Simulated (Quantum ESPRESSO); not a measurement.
# InGa2AlP4: input and log of a self-consistent run

Computed values, not a measurement. The program is pw.x of Quantum ESPRESSO 7.5 (plane-wave density functional theory). The cell is made up: 8 atoms on a zincblende/diamond lattice, with randomly drawn elements, strain and displacements, not relaxed. PseudoDojo standard norm-conserving files (v0.5 for PBE, v0.4.1 for LDA and PBEsol) set the functional; there is no spin polarisation, spin-orbit coupling or dispersion term, and the masses in the input are unused placeholders.

Input:

```
&control calculation='scf', pseudo_dir='./dojo.nc.sr.pbe.v0_5.standard.upf', outdir='./o', disk_io='medium', tprnfor=.true., tstress=.true. /
&system ibrav=0, nat=8, ntyp=4, nbnd=37, ecutwfc=79.96652505, nosym=.true., tot_charge=0,
 occupations='smearing', smearing='fd', degauss=0.0018374661
/
&electrons conv_thr=7.350e-09, electron_maxstep=60, /
ATOMIC_SPECIES
Al 1.0 Al.upf
Ga 1.0 Ga.upf
In 1.0 In.upf
P 1.0 P.upf
CELL_PARAMETERS angstrom
5.3755 -0.0037 -0.0073
-0.0037 5.4753 -0.0073
-0.0073 -0.0073 5.5567
ATOMIC_POSITIONS angstrom
In 0.1892 0.06 0.0753
Ga -0.0496 2.7874 2.7796
Ga 2.687 -0.003 2.7478
Al 2.6387 2.8204 0.0676
P 1.3511 1.4911 1.3406
P 1.2668 4.0995 4.2623
P 4.1868 1.3365 3.9666
P 4.197 4.2272 1.4439
K_POINTS automatic
4 4 4 1 1 1
```

The log is shortened where brackets say so; the opening notice, blank lines, dates and the lines on written files are dropped, and the path of the files is cut. It prints rydbergs, bohrs and kilobars, and counts compression as positive stress.

```
     Program PWSCF v.7.5
     Parallel version (MPI & OpenMP), running on       1 processor cores
     Number of MPI processes:                 1
     Threads/MPI process:                     1
     [start-up lines left out]
     bravais-lattice index     =            0
     lattice parameter (alat)  =      10.1582  a.u.
     unit-cell volume          =    1103.6684 (a.u.)^3
     number of atoms/cell      =            8
     number of atomic types    =            4
     number of electrons       =        62.00
     number of Kohn-Sham states=           37
     kinetic-energy cutoff     =      79.9665  Ry
     charge density cutoff     =     319.8661  Ry
     scf convergence threshold =      7.3E-09
     mixing beta               =       0.7000
     number of iterations used =            8  plain     mixing
     Exchange-correlation= PBE
                           (   1   4   3   4   0   0   0)
     [axes and pseudopotential details left out]
   Cartesian axes
     site n.     atom                  positions (alat units)
         1        In     tau(   1) = (   0.0351967   0.0111617   0.0140080  )
         2        Ga     tau(   2) = (  -0.0092270   0.5185372   0.5170862  )
         3        Ga     tau(   3) = (   0.4998599  -0.0005581   0.5111705  )
         4        Al     tau(   4) = (   0.4908747   0.5246762   0.0125756  )
         5        P      tau(   5) = (   0.2513438   0.2773878   0.2493905  )
         6        P      tau(   6) = (   0.2356615   0.7626258   0.7929114  )
         7        P      tau(   7) = (   0.7788662   0.2486277   0.7379026  )
         8        P      tau(   8) = (   0.7807637   0.7863818   0.2686073  )
     number of k points=    32  Fermi-Dirac smearing, width (Ry)=  0.0018
                       cart. coord. in units 2pi/alat
        k(    1) = (   0.1252494   0.1229680   0.1212501), wk =   0.0625000
        k(    2) = (   0.1255781   0.1232907   0.3630989), wk =   0.0625000
     [further k points left out]
     Dense  grid:   106595 G-vectors     FFT dimensions: (  60,  60,  60)
     Estimated max dynamical RAM per process >     141.90 MB
     Initial potential from superposition of free atoms
     starting charge      61.9877, renormalised to      62.0000
     Starting wfcs are   47 randomized atomic wfcs
     total cpu time spent up to now is       11.0 secs
     per-process dynamical memory:    83.7 Mb
     Self-consistent Calculation
     iteration #  1     ecut=    79.97 Ry     beta= 0.70
     Davidson diagonalization with overlap
     ethr =  1.00E-02,  avg # of iterations =  3.9
     Threshold (ethr) on eigenvalues was too large:
     Diagonalizing with lowered threshold
     Davidson diagonalization with overlap
     ethr =  5.96E-04,  avg # of iterations =  2.4
     total cpu time spent up to now is       70.5 secs
     total energy              =    -498.80504888 Ry
     estimated scf accuracy    <       0.38297926 Ry
     iteration #  2     ecut=    79.97 Ry     beta= 0.70
     Davidson diagonalization with overlap
     ethr =  6.18E-04,  avg # of iterations =  2.2
     total cpu time spent up to now is       97.5 secs
     total energy              =    -498.89709706 Ry
     estimated scf accuracy    <       0.08098974 Ry
     iteration #  3     ecut=    79.97 Ry     beta= 0.70
     Davidson diagonalization with overlap
     ethr =  1.31E-04,  avg # of iterations =  4.8
     total cpu time spent up to now is      142.7 secs
     total energy              =    -498.91217021 Ry
     estimated scf accuracy    <       0.00487025 Ry
     iteration #  4     ecut=    79.97 Ry     beta= 0.70
     Davidson diagonalization with overlap
     ethr =  7.86E-06,  avg # of iterations =  9.9
     total cpu time spent up to now is      213.9 secs
     total energy              =    -498.91338437 Ry
     estimated scf accuracy    <       0.00189632 Ry
     iteration #  5     ecut=    79.97 Ry     beta= 0.70
     Davidson diagonalization with overlap
     ethr =  3.06E-06,  avg # of iterations =  2.2
     total cpu time spent up to now is      245.2 secs
     total energy              =    -498.91374335 Ry
     estimated scf accuracy    <       0.00008354 Ry
     iteration #  6     ecut=    79.97 Ry     beta= 0.70
     Davidson diagonalization with overlap
     ethr =  1.35E-07,  avg # of iterations =  3.7
     total cpu time spent up to now is      267.8 secs
     total energy              =    -498.91376631 Ry
     estimated scf accuracy    <       0.00001074 Ry
     iteration #  7     ecut=    79.97 Ry     beta= 0.70
     Davidson diagonalization with overlap
     ethr =  1.73E-08,  avg # of iterations =  3.0
     total cpu time spent up to now is      291.5 secs
     total energy              =    -498.91376917 Ry
     estimated scf accuracy    <       0.00000121 Ry
     iteration #  8     ecut=    79.97 Ry     beta= 0.70
     Davidson diagonalization with overlap
     ethr =  1.95E-09,  avg # of iterations =  3.1
     total cpu time spent up to now is      315.5 secs
     total energy              =    -498.91376949 Ry
     estimated scf accuracy    <       0.00000015 Ry
     iteration #  9     ecut=    79.97 Ry     beta= 0.70
     Davidson diagonalization with overlap
     ethr =  2.46E-10,  avg # of iterations =  3.7
     total cpu time spent up to now is      358.9 secs
     total energy              =    -498.91376954 Ry
     estimated scf accuracy    <       0.00000002 Ry
     iteration # 10     ecut=    79.97 Ry     beta= 0.70
     Davidson diagonalization with overlap
     ethr =  3.24E-11,  avg # of iterations =  2.6
     total cpu time spent up to now is      389.2 secs
     End of self-consistent calculation
     [lines on levels left out]
!    total energy              =    -498.91376954 Ry
     estimated scf accuracy    <          4.0E-09 Ry
     smearing contrib. (-TS)   =      -0.00000000 Ry
     internal energy E=F+TS    =    -498.91376954 Ry
     The total energy is F=E-TS. E is the sum of the following terms:
     one-electron contribution =    -227.74596427 Ry
     hartree contribution      =     157.89228349 Ry
     xc contribution           =    -142.81172545 Ry
     ewald contribution        =    -286.24836332 Ry
     convergence has been achieved in  10 iterations
     Forces acting on atoms (cartesian axes, Ry/au):
     atom    1 type  3   force =    -0.09173807    0.03185615   -0.04817410
     atom    2 type  2   force =     0.03976983    0.01293104   -0.00800819
     atom    3 type  2   force =    -0.00683671    0.00610042    0.01402564
     atom    4 type  1   force =     0.08577032    0.00375318   -0.03763340
     atom    5 type  4   force =     0.07692247    0.06030886    0.11719152
     atom    6 type  4   force =     0.09563292   -0.06547572   -0.11011339
     atom    7 type  4   force =    -0.09067817    0.00907550    0.06826515
     atom    8 type  4   force =    -0.10884259   -0.05854945    0.00444676
     Total force =     0.315812     Total SCF correction =     0.000301
     Computing stress (Cartesian axis) and pressure
          total   stress  (Ry/bohr**3)                   (kbar)     P=      108.01
   0.00067889   0.00015811  -0.00007817           99.87       23.26      -11.50
   0.00015811   0.00084156   0.00008150           23.26      123.80       11.99
  -0.00007817   0.00008150   0.00068227          -11.50       11.99      100.37
     init_run     :      9.75s CPU     10.83s WALL (       1 calls)
     electrons    :    364.54s CPU    378.20s WALL (       1 calls)
     forces       :      6.19s CPU      6.32s WALL (       1 calls)
     stress       :     23.15s CPU     23.30s WALL (       1 calls)
     [timing details left out]
     PWSCF        :   6m43.91s CPU   6m59.24s WALL
     JOB DONE.
```

In other units: free energy -6788.068 eV for the cell, pressure 10.80 GPa, largest force component 3.013 eV/Å. A rerun of a related cell, with the same atoms placed differently, at 1377 eV and a 6 x 6 x 6 mesh moved values by no more than 0.008 eV in energy, 0.02 GPa in stress and 0.002 eV/Å in force.